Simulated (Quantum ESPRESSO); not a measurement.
pw.x input (Quantum ESPRESSO 7.5; PBEsol, PseudoDojo standard norm-conserving files, scalar-relativistic):

```
&CONTROL
  calculation = 'scf'
  pseudo_dir = './pseudo'
  outdir = './out'
  tprnfor = .true.
  tstress = .true.
/
&SYSTEM
  ibrav = 0
  nat = 9
  ntyp = 3
  ecutwfc = 84.0
  ecutrho = 336.0
  occupations = 'smearing'
  smearing = 'fd'
  degauss = 0.002
  nbnd = 43
/
&ELECTRONS
  conv_thr = 9e-10
/
ATOMIC_SPECIES
O 15.9990 O.upf
Ca 40.0780 Ca.upf
V 50.9415 V.upf
CELL_PARAMETERS angstrom
  5.026305000000  -1.821675000000   0.000000000000
  5.026305000000   1.821675000000   0.000000000000
 -1.732568000000   0.000000000000   6.924591000000
ATOMIC_POSITIONS crystal
O   0.750150000000   0.750150000000   0.602240000000
O   0.249850000000   0.249850000000   0.397760000000
O   0.356690000000   0.356690000000   0.876890000000
O   0.643310000000   0.643310000000   0.123110000000
O   0.083180000000   0.083180000000   0.722970000000
O   0.916820000000   0.916820000000   0.277030000000
Ca   0.000000000000   0.000000000000   0.000000000000
V   0.232710000000   0.232710000000   0.669530000000
V   0.767290000000   0.767290000000   0.330470000000
K_POINTS automatic
8 8 4 0 0 0
```

End of the output:

```

[...]
     the Fermi energy is     5.4290 ev
!    total energy              =    -570.77880181 Ry
     estimated scf accuracy    <          2.4E-10 Ry
     smearing contrib. (-TS)   =       0.00000000 Ry
     internal energy E=F+TS    =    -570.77880181 Ry
     The total energy is F=E-TS. E is the sum of the following terms:
     one-electron contribution =    -345.98207516 Ry
     hartree contribution      =     198.78641762 Ry
     xc contribution           =    -108.92385287 Ry
     ewald contribution        =    -314.65929140 Ry
     convergence has been achieved in  17 iterations
     Forces acting on atoms (cartesian axes, Ry/au):
     atom    1 type  1   force =    -0.00060122    0.00000000   -0.00172692
     atom    2 type  1   force =     0.00060122    0.00000000    0.00172692
     atom    3 type  1   force =    -0.00405256    0.00000000   -0.01165888
     atom    4 type  1   force =     0.00405256    0.00000000    0.01165888
     atom    5 type  1   force =     0.02214763    0.00000000   -0.00109074
     atom    6 type  1   force =    -0.02214763    0.00000000    0.00109074
     atom    7 type  2   force =     0.00000000    0.00000000    0.00000000
     atom    8 type  3   force =    -0.01039519    0.00000000    0.01120306
     atom    9 type  3   force =     0.01039519    0.00000000   -0.01120306
     Total force =     0.041976     Total SCF correction =     0.000020
     Computing stress (Cartesian axis) and pressure
          total   stress  (Ry/bohr**3)                   (kbar)     P=      -28.14
  -0.00023673   0.00000000   0.00000549          -34.82        0.00        0.81
   0.00000000  -0.00016519   0.00000000            0.00      -24.30        0.00
   0.00000549   0.00000000  -0.00017191            0.81        0.00      -25.29
```
In a gapped system the printed Fermi energy is only some level inside the gap.

Geometry of the Materials Project entry, not relaxed at this level.

The runs are not spin-polarised; magnetic order was not tried.
